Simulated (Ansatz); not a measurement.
Below is a relaxed structure of ZrTi5C6. The cell was found from a structure generator's guess, not taken from experiment.

Computed with DFT PBE, scalar-relativistic, plane waves, PAW in Ansatz. Cutoff 420 eV, Γ-centred mesh, Gaussian smearing, no spin polarisation.

```yaml
crystal:
  lattice:
    - [3.12392, 0.00000, 0.00000]
    - [0.00000, 3.12392, 0.00000]
    - [0.00000, 0.00000, 13.17987]
  atoms:
    - { symbol: Zr, position: [0.00000, 0.00000, 0.00000] }
    - { symbol: Ti, position: [0.00000, 0.00000, 0.66264] }
    - { symbol: Ti, position: [0.50000, 0.50000, 0.82515] }
    - { symbol: Ti, position: [0.50000, 0.50000, 0.17485] }
    - { symbol: Ti, position: [0.00000, 0.00000, 0.33736] }
    - { symbol: Ti, position: [0.50000, 0.50000, 0.50000] }
    - { symbol: C, position: [0.00000, 0.00000, 0.82457] }
    - { symbol: C, position: [0.50000, 0.50000, 0.00000] }
    - { symbol: C, position: [0.00000, 0.00000, 0.17543] }
    - { symbol: C, position: [0.50000, 0.50000, 0.33669] }
    - { symbol: C, position: [0.00000, 0.00000, 0.50000] }
    - { symbol: C, position: [0.50000, 0.50000, 0.66331] }
```

Energies over the elements count from the elements' standard structures at the same level, with no fitted energy shifts.

**Question.** What space group does it have?

**Answer.** P4/mmm (No. 123), with Zr and Ti ordered on rock salt sites. Conventional cell: a = 3.124 Å, c = 13.180 Å. Zr is surrounded by 6 C at 2.21–2.31 Å, 4 Zr at 3.12 Å and 8 Ti at 3.19 Å; Ti on a site of symmetry 4mm is surrounded by 6 C at 2.13–2.21 Å; around Ti on a second site of symmetry 4mm lie 6 C at 2.13–2.30 Å, 8 Ti at 3.08–3.12 Å and 4 Zr at 3.19 Å; C on a site of symmetry 4mm is surrounded by 5 Ti at 2.13–2.21 Å and 1 Zr at 2.31 Å; 4 more sites not described.

**Question.** How far does it lie from the elements in energy?

**Answer.** −0.78 eV/atom. A negative formation energy is needed for stability but isn't enough: competing phases decide.

**Question.** Is it a metal?

**Answer.** Yes, bands cross the Fermi level on the 12×12×4 mesh.

The last run used a 12×12×4 mesh (in the run's order of axes) for its 12-atom cell and Gaussian smearing of 0.10 eV. The reference form of C is held partly by dispersion forces, which this level lacks. A later test with randomly moved atoms came back to the same energy, though modes that don't fit the test's cell weren't probed.
